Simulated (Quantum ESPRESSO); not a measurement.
## SnRuMo5Ti (a guest atom moved from site to site)

Computed values, not a measurement. The program is pw.x of Quantum ESPRESSO 7.5 (plane-wave density functional theory). The cell is made up: eight metal atoms on a face-centred cubic lattice, with elements, volume, strain and displacements drawn at random and not relaxed, so it may be unstable or far from any real phase. PseudoDojo standard norm-conserving files set the functional (PBE unless stated); there is no spin polarisation or spin-orbit coupling, the Fermi-Dirac width of 0.25 eV means electrons at about 2900 K, and the masses in the input are unused placeholders. The tin pseudopotential is less sure than most, with forces differing by about three percent from a second method on plain tin. A spin test at this wide smearing found no moment, but such smearing suppresses magnetism that the real alloy may have.

The runs move one Ru atom among sites that otherwise hold Mo. Cell, positions, cutoff, mesh and smearing stay as in the input of run 1; sites are counted in its order. Stress in the tables is positive in tension.

Input of run 1:

```
&control calculation='scf', pseudo_dir='./dojo.nc.sr.pbe.v0_5.standard.upf', outdir='./o', disk_io='minimal', tprnfor=.true., tstress=.true. /
&system ibrav=0, nat=8, ntyp=4, nbnd=73, ecutwfc=84.00895049, nosym=.true., tot_charge=0,
 occupations='smearing', smearing='fd', degauss=0.0183746611
/
&electrons conv_thr=1.470e-08, electron_maxstep=70, mixing_beta=0.5 /
ATOMIC_SPECIES
Mo 1.0 Mo.upf
Ru 1.0 Ru.upf
Sn 1.0 Sn.upf
Ti 1.0 Ti.upf
CELL_PARAMETERS angstrom
-0.0017 -2.0713 -2.1265
-0.0412 4.0785 -4.1888
8.4314 -0.0379 0.0447
ATOMIC_POSITIONS angstrom
Sn 0.2566 0.1433 -0.16
Ru 4.3251 0.0455 -0.0481
Mo -0.1267 2.2584 -2.0376
Ti 4.2115 1.9496 -2.1985
Mo 2.139 -0.1292 -2.1027
Mo 6.368 0.0401 -2.0048
Mo 2.2017 1.9403 -4.4374
Mo 6.25 1.9891 -4.2441
K_POINTS automatic
8 4 3 1 1 1
```

| run | elements on sites 1 to 8 | free energy less that of run 1 (eV) | -TS (eV) | pressure (GPa) | stress xx (GPa) | stress yy (GPa) | stress zz (GPa) | stress yz (GPa) | stress xz (GPa) | stress xy (GPa) | iterations |
| --- | --- | --- | --- | --- | --- | --- | --- | --- | --- | --- | --- |
| 1 | Sn Ru Mo Ti Mo Mo Mo Mo | 0.000 | -2.182 | -13.60 | 12.51 | 14.14 | 14.15 | -1.58 | 0.60 | -1.65 | 23 |
| 2 | Sn Mo Ru Ti Mo Mo Mo Mo | 0.150 | -2.236 | -12.72 | 10.01 | 13.84 | 14.32 | -3.25 | -0.04 | -1.76 | 24 |
| 3 | Sn Mo Mo Ti Ru Mo Mo Mo | -0.254 | -2.183 | -13.57 | 14.54 | 13.15 | 13.03 | -1.35 | -1.56 | -0.44 | 23 |
| 4 | Sn Mo Mo Ti Mo Ru Mo Mo | 0.022 | -2.188 | -13.23 | 13.30 | 13.21 | 13.18 | -1.58 | 1.28 | -2.76 | 28 |
| 5 | Sn Mo Mo Ti Mo Mo Ru Mo | 0.029 | -2.234 | -12.93 | 13.08 | 12.89 | 12.82 | -1.81 | 0.99 | -2.75 | 23 |
| 6 | Sn Mo Mo Ti Mo Mo Mo Ru | 0.014 | -2.181 | -13.11 | 12.76 | 12.88 | 13.69 | -2.05 | -0.46 | -1.03 | 25 |

Forces Fx Fy Fz (eV/Å):

```
site              run 1             run 2             run 3             run 4             run 5              run 6
   1   -2.61 -1.56 0.95  -2.71 -1.33 0.74  -1.49 -1.06 0.54  -3.03 -1.50 0.84  -2.17 -1.73 1.21   -2.79 -1.56 0.96
   2    0.09 0.09 -0.03   -0.02 0.10 0.09  -0.42 0.15 -0.14    0.42 0.17 0.07  -0.41 -0.12 0.07     0.55 0.01 0.22
   3    0.37 0.33 -0.40  -0.04 0.09 -0.50   0.48 0.32 -0.45  -0.12 0.24 -0.52   0.45 0.34 -0.42   -0.11 0.20 -0.54
   4   -0.01 -0.02 0.21   0.01 -0.02 0.11  -0.55 -0.20 0.31   0.55 -0.25 0.32  -0.66 0.30 -0.17    0.68 0.30 -0.19
   5    2.38 1.67 -0.93   1.88 1.63 -0.94   1.54 1.18 -0.58   2.13 1.66 -0.97   2.06 1.50 -0.88    2.01 1.76 -1.11
   6  -0.61 -0.03 -0.16   0.07 0.25 -0.20  -0.32 0.09 -0.05  -0.30 0.10 -0.19  -0.20 0.10 -0.22  -0.22 -0.05 -0.03
   7    0.31 -0.35 0.64   0.07 -0.53 0.59   0.22 -0.33 0.48  -0.03 -0.53 0.62   0.31 -0.33 0.52   -0.07 -0.43 0.55
   8   0.09 -0.12 -0.27   0.73 -0.20 0.10  0.53 -0.14 -0.11   0.39 0.11 -0.18  0.61 -0.07 -0.12   -0.06 -0.22 0.15
```

The sites are displaced and not relaxed, so the energy differences mix bonding between neighbours with strain and are not ordering energies. A rerun of one cell of this series at a higher cutoff and on a denser mesh moved values by no more than 0.011 eV in energy, 0.06 GPa in stress and 0.009 eV/Å in force, and a second program with other atomic files agreed on that cell to 2 % rms in force and 0.5 GPa in pressure.